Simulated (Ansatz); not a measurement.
Given:

BN (zinc blende)

```
BN
1.0
    0.00000     1.80285     1.80285
    1.80285     0.00000     1.80285
    1.80285     1.80285     0.00000
N B
1 1
Cartesian
  2.70427   2.70427   2.70427
  0.00000   0.00000   0.00000
```

In this cell atom 1 (N, nearest neighbour B at 1.561 Å; its periodic images, 2.5 Å or more away, move with it) is moved by u·(1.000, 0.000, 0.000) + v·(0.000, 1.000, 0.000); the rest is frozen.

Level of theory: PBEsol (plane waves to 420 eV, PAW, scalar-relativistic; Ansatz, a first-principles code). k mesh 13×13×13 (Γ-centred), Fermi-Dirac smearing 0.05 eV. E stands for the smeared free energy. BN was relaxed with its symmetry unable to fall. ΔE is measured from the undisplaced structure. Axes are in Å.

The scan covers u from -0.230 to 0.230 Å in 7 points and v from -0.230 to 0.230 Å in 7 points.

### Question
Is the undisplaced position a minimum, a maximum or a saddle of this map?

### Answer
A minimum.

### Question
What are the two principal curvatures of the energy at the centre?

### Answer
24.6 eV/Å², isotropic.

(A displaced cell: forces are minus the slopes of the energy, force constants its curvatures, and phonons follow from these.)
